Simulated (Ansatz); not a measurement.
Space group P4/mmm (No. 123). a = 3.043 Å, b = 3.043 Å, c = 3.775 Å, α = 90.00°, β = 90.00°, γ = 90.00°
| atom | site | symmetry | x | y | z |
| --- | --- | --- | --- | --- | --- |
| Hg | 1a | 4/mmm | 0.0000 | 0.0000 | 0.0000 |
| Pd | 1d | 4/mmm | 0.5000 | 0.5000 | 0.5000 |

Equation of state of this HgPd structure (not necessarily the ground state), with shape and atoms relaxed at each volume where symmetry leaves them free. It has no gap at any of these volumes. Method: Ansatz, DFT r2SCAN, scalar-relativistic, plane waves, PAW.

Cutoff 500 eV; k points 14×14×12 on the computed 2-atom cell (Γ-centred); Gaussian smearing, width 0.10 eV; no spin polarisation.

```csv
V (Å³/atom),E − E(largest V) (meV/atom),P (GPa)
15.382,79.19,23.97
15.906,14.19,16.06
16.431,-27.38,9.61
16.955,-49.86,4.33
17.479,-56.71,0.02
18.004,-50.76,-3.49
18.528,-34.44,-6.33
19.227,0.00,-9.26
```

Fit a third-order Birch–Murnaghan equation to E(V).

V0 = 17.48 Å³/atom, B0 = 129 GPa, B0' = 5.8.

Spin-orbit coupling is left out, which matters for the bands of heavy elements.

Cost: 8 runs of about 9.5 core-minutes in all, on Arm Neoverse V1 (shared hosts).